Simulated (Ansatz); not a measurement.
## As: computed property card

As:
```cif
data_As8
_chemical_formula_sum 'As8'
_space_group_name_H-M_alt 'Fd-3m :1'
_space_group_IT_number 227
_space_group_name_Hall 'F 4d 2 3 -1d'
_cell_length_a 6.05660
_cell_length_b 6.05660
_cell_length_c 6.05660
_cell_angle_alpha 90.000
_cell_angle_beta 90.000
_cell_angle_gamma 90.000
loop_
_atom_site_label
_atom_site_type_symbol
_atom_site_symmetry_multiplicity
_atom_site_Wyckoff_symbol
_atom_site_fract_x
_atom_site_fract_y
_atom_site_fract_z
_atom_site_occupancy
As1 As 8 b 0.50000 0.50000 0.50000 1
```
(The calculation used a cell of 2 atoms; values per cell refer to that cell.)

Space group Fd-3m (No. 227), diamond; conventional cell a = 6.0566 Å, b = 6.0566 Å, c = 6.0566 Å, α = 90.00°, β = 90.00°, γ = 90.00°.

Method: DFT-r²SCAN in the program Ansatz with PAW potentials. Geometry: relaxed at this level of theory. Other levels are named where they apply.

Cell and energy:

- Volume per atom: 27.77 Å³
- Density: 4.48 g/cm³

Electronic structure:

- Electronic character: metallic (no gap)
- Density of states at the Fermi level: 0.49 states/eV per atom (mean over ±0.08 eV)
- Gap with spin–orbit coupling: none (metallic)

Mechanics:

- Bulk modulus (Birch–Murnaghan fit) = 48.7 GPa
- Pressure derivative B′ = 3.4
- Elastic constants (relaxed ions, GPa) = C11 = 34.4, C12 = 58.0, C44 = -38.8
- Mechanical stability = unstable (C has a negative eigenvalue)

The start of the workflow was typed in or built on a structure type; neither database checked (COD, Materials Project) lists it. It is not the phase usual at ambient conditions (space group No. 166). The cell was relaxed with r²SCAN under the symmetry of its start. As this level gives no gap, shear constants depend on the k-mesh and smearing (Fermi–Dirac, 0.1 eV here). Spin–orbit coupling is left out wherever it is not named.

Potentials: the later of the program's two PAW sets.
